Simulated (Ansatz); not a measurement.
# Property card for ZrTa

ZrTa:
Space group Cmcm (No. 63); a = 2.9104 Å, b = 11.2972 Å, c = 4.8609 Å, α = 90.00°, β = 90.00°, γ = 90.00°

| atom | site | symmetry | x | y | z |
|---|---|---|---|---|---|
| Zr | 4c | m2m | 0.0000 | 0.3211 | 0.2500 |
| Ta | 4c | m2m | 0.0000 | 0.0644 | 0.2500 |
(The calculation used a cell of 4 atoms; values per cell refer to that cell.)

Space group Cmcm (No. 63); conventional cell a = 2.910 Å, b = 11.297 Å, c = 4.861 Å, α = 90.00°, β = 90.00°, γ = 90.00°.

Method: plane-wave PAW PBEsol (Ansatz code). Structure relaxed to zero pressure with the same functional. Other levels are named where they apply.

Cell and energy:

| Item | Result |
|---|---|
| Volume per atom | 19.98 Å³ |
| Density | 11.31 g/cm³ |
| Formation energy from the elements (no fitted shifts) | 0.20 eV/atom |

Electronic structure:

| Quantity | Value |
|---|---|
| Electronic character | metallic (no gap) |
| Density of states at the Fermi level | 0.99 states/eV per atom (mean over ±0.08 eV) |

Mechanics:

| Property | Result |
|---|---|
| Bulk modulus (Birch–Murnaghan fit) | 140 GPa |
| Pressure derivative B′ | 3.6 |

Phonons:

| Quantity | Value |
|---|---|
| Highest zone-centre frequency | 179 cm⁻¹ |
| Zone-centre stability | unstable, softest mode 70i cm⁻¹ |

The start of the workflow was typed in or built on a structure type; neither database checked (COD, Materials Project) lists it. Its standing as an ambient phase is unchecked. The PBEsol relaxation kept the symmetry of its start. The run is not spin-polarised. Its formation energy is positive at this level, so the cell may be metastable or incomplete. As this level gives no gap, phonon frequencies hold no LO–TO term and depend on the k-mesh and smearing (Fermi–Dirac, 0.1 eV here). Axis ratios of metals converge slowly with the k-mesh, so a and c are less sure than the volume. The references are the lowest solids computed at this level, not always the standard phases. Scalar-relativistic: spin–orbit coupling is off unless named, which matters more the heavier the elements.

Potentials: the later of the program's two PAW sets.
